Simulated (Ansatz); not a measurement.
KZnF3:
```
CELL_PARAMETERS angstrom
      4.04634     0.00000     0.00000
      0.00000     4.04634     0.00000
      0.00000     0.00000     4.04634
ATOMIC_POSITIONS crystal
  K  0.00000 0.00000 0.00000
  Zn 0.50000 0.50000 0.50000
  F  0.50000 0.50000 0.00000
  F  0.00000 0.50000 0.50000
  F  0.50000 0.00000 0.50000
```

Relaxed with r²SCAN.

Task: Give the Bader charges and basin volumes of the independent atoms, plane-wave PAW r²SCAN (Ansatz code).

Result: 

| atom | Bader charge (e) | Bader volume (Å³) |
|---|---|---|
| K1 | +0.90 | 17.6 |
| Zn2 | +1.52 | 8.3 |
| F3 | -0.80 | 13.5 |

Space group Pm-3m (cubic perovskite). The cell was relaxed with r²SCAN under the symmetry of its start.

Potentials: the later of the program's two PAW sets.
